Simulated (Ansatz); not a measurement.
Level of theory: DFT PBE, scalar-relativistic, plane waves, PAW (Ansatz 0.2.0). Settings: cutoff 420 eV, Γ-centred meshes spaced at most about 0.3 Å⁻¹, and about 0.25 Å⁻¹ or finer for metals (2π included), Gaussian smearing. Collinear spin in cells that started with moments and kept them past the coarse steps, no spin elsewhere.

Temperature and zero-point effects are left out.

Compare these two cells of TiHg₃Sb₂, each relaxed at this level.

A. (site moments Ti 2.0 μB)

```xyz
6
Lattice="5.0284 0.0000 0.0000 -2.5142 4.3548 0.0000 0.0000 0.0000 12.5736" Properties=species:S:1:pos:R:3 pbc="T T T"
Ti    0.0000    0.0000    0.0338
Hg    0.0000    0.0000    6.9294
Hg    0.0000    0.0000    9.8286
Hg    0.0000    0.0000    2.7865
Sb    0.0000    2.9032    4.8025
Sb    2.5142    1.4516    4.8025
```

B. (no spin)

```xyz
6
Lattice="4.0276 0.0000 0.0000 0.0000 4.0276 0.0000 0.0000 0.0000 10.1008" Properties=species:S:1:pos:R:3 pbc="T T T"
Ti    0.0000    0.0000    6.0860
Hg    2.0138    0.0000   10.0448
Hg    0.0000    2.0138   10.0448
Hg    2.0138    2.0138    4.0145
Sb    2.0138    2.0138    6.9132
Sb    0.0000    0.0000    3.2998
```

Question: Which would you expect to be lower, and how large is the difference?

Answer: B is lower, by 0.72 eV/atom. A has space group P6mm (No. 183), 45.9 Å³/atom and no gap on its mesh; B has space group P4mm (No. 99), 27.3 Å³/atom and no gap. Counting Sb atoms around Hg and Ti (those within 1.25 times the shortest such distance or 1.15 times the sum of covalent radii, 1.27 where that leaves under three; the shortest distance is added where it exceeds 1.18 times the sum of covalent radii; a slash parts the counts of unlike sites), A has Ti 6 from 5.6 Å, Hg 6 from 3.5 Å/6 from 3.6 Å/6 from 5.8 Å and B has Ti 5, Hg 4 from 3.7 Å/5. A holds Sb–Sb nets (shortest 2.90 Å); in B the shortest Sb–Sb distance is 4.03 Å. Their magnetic states differ too. The denser one is the lower, and pressure would at first widen the difference. Even the lower one lies +0.06 eV/atom against the reference forms of the elements (uncorrected), so neither is stable at this level. In A, Ti is surrounded by 2 Hg at 2.75–2.78 Å; Hg on its first site is surrounded by 1 Hg at 2.90 Å and 6 Sb at 3.60 Å; Sb has 3 Sb at 2.90 Å and 6 Hg at 3.53–3.60 Å; 2 more sites not described. In B, Ti is surrounded by 1 Sb at 2.79 Å, 4 Sb at 2.97 Å, 4 Hg at 3.52 Å and 4 Ti at 4.03 Å; Hg on a site of symmetry 2mm has 4 Hg at 2.85 Å; Sb on its first site has 1 Hg at 2.90 Å and 4 Ti at 2.97 Å; 2 more sites not described. Both come from invented guesses. A third cell relaxed alike, in P-4m2, lies 7 meV/atom below the lower of the two.

Weakly bound directions are ill-defined at this level, which has no dispersion term (P4mm), and this can change margins and order among such cells. Spin–orbit coupling, which can matter for Hg and Sb, is left out. The magnetic state reached may not be the lowest. Cells relaxed within their symmetry can be saddle points. Some candidate types were left out of the draw beforehand, so a known form may be missing.
